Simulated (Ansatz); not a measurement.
## What is wrong with this input? (In3Se)

The input below was meant for crystalline In3Se, with PBE, plane waves and PAW in Ansatz.

```yaml
crystal:
  lattice:
    - [4.803758, 0.0, 0.0]
    - [0.0, 4.803758, 0.0]
    - [0.0, 0.0, 4.803758]
  atoms:
    - { symbol: In, position: [0.0180480652, 0.5277222187, 0.5121845692] }
    - { symbol: In, position: [0.5808762711, 0.0184870156, 0.4500243308] }
    - { symbol: In, position: [0.521731057, 0.5237231544, -0.0159734272] }
    - { symbol: Se, position: [0.0259314546, 0.0070137611, 0.0111618403] }
basis:
  ecutwfc: 420
kpoints:
  mp_grid: { grid: [4, 4, 4] }
hamiltonian:
  xc: pbe
scf:
  occupations: { method: gaussian, width: 0.1 }
output:
  forces: true
  stress: true
  eigenvalues: true
relax:
  adjacent_minimum: "off"
  f_tol: 0.005
  max_steps: 1
  cell: { stress_tol: 0.05 }
```

Command:

```bash
ansatz run input.yaml --threads 1 --pin off --max-ram 2560MiB --backend cpu --events-out ev --progress --plain --runs-dir out
```

Output, shortened (HF is the Harris–Foulkes energy, dr2 the density residual in eV):

```text
Pseudopotential: In, paw, valence charge 13, recommended cutoff 420 eV (normal)
Pseudopotential: Se, paw, valence charge 16, recommended cutoff 420 eV (normal)
Crystal: 4 atoms, lattice volume = 110.852 Å³
Basis set: ecut = 420 eV, 2109 PW (Γ), exchange–correlation on 72×72×72 points (8 copies of the dense FFT grid, shifted against one another)
Bands: 33, of which v1, the nominal top of the filled ones, is band 28 counted from 1 (27 counted from 0)
Symmetry: 1 space group operations
Space group: P1 (ITA 1), of the structure as read, at distance tolerance 4.8e-5 Å
k-points: 36 of 64 (time reversal used)
Initial density: superposition of atomic densities, corrected by the library's trained network
SCF iter   1: HF=-22263.017953 eV  Δρ=1.35e-3  dr2=4.34e-3
SCF iter   2: HF=-22263.014621 eV  Δρ=9.66e-4  dr2=2.47e-3
SCF iter   3: HF=-22263.014292 eV  Δρ=5.45e-4  dr2=7.10e-4
SCF iter   4: HF=-22263.014070 eV  Δρ=3.96e-4  dr2=1.27e-4
   ...
SCF iter   9: HF=-22263.014031 eV  Δρ=8.04e-7  dr2=8.65e-10
SCF iter  10: HF=-22263.014031 eV  Δρ=2.86e-7  dr2=1.01e-10
SCF iter  11: F=-22263.014031 eV  HF=-22263.014031 eV  Δρ=5.25e-8  dr2=4.18e-12
SCF 1 converged in 11 iterations: F = -22263.014031 eV  dr2 = 4.18e-12
relax step   1: F+E_penalty+E_count = -22263.01403142 eV  Δ(F+E_penalty+E_count) = +0.000e0 eV  max|allowed force component| = 3.701e-1 eV/Å  Δτ_max = 0.0000 Å  P = +0.581 GPa  Ω = 110.852 Å³  (11 SCF iters, accepted)
Step failed. What follows is not a result of the run: it is the report of the last solve that finished, which converged after 11 SCF iterations.
Free energy (F): -22263.014031 eV
E sigma→0 (E₀):  -22263.009396 eV
Entropy (-TS):   -0.009270 eV (-2.317 meV/atom)
Fermi energy:    9.048282 eV
--- Forces (eV/Å), atoms counted from 1 ---
  atom   1  In     0.37011159    -0.07663357    -0.01461716
  atom   2  In    -0.33914852     0.12153133     0.15852764
  atom   3  In    -0.14510198    -0.05727292    -0.07642225
  atom   4  Se     0.11413927     0.01237536    -0.06748869
--- Stress (GPa, compression-positive) ---
        0.564176      -0.145521      -0.144967
       -0.145521       0.736187       0.123867
       -0.144967       0.123867       0.441199
  P = ⅓ Tr σ = 0.5805 GPa (5.805 kbar)
```

Problem. Name the fault and the cure.

Solution. The fault is a relaxation cut at too few steps. Forces or stress still stood over their tolerances at the last step allowed. The cure is more steps.

Mended input, as a difference:

```diff
 relax:
-  max_steps: 1
+  max_steps: 100
```

With the mended input the run converges and gives a pressure of 0.01 GPa, no gap.

The mended run took 8.6 min on 1 thread of Intel(R) Xeon(R) Processor @ 2.50GHz (Skylake/Cascade Lake) (shared host), peak memory 0.43 GiB.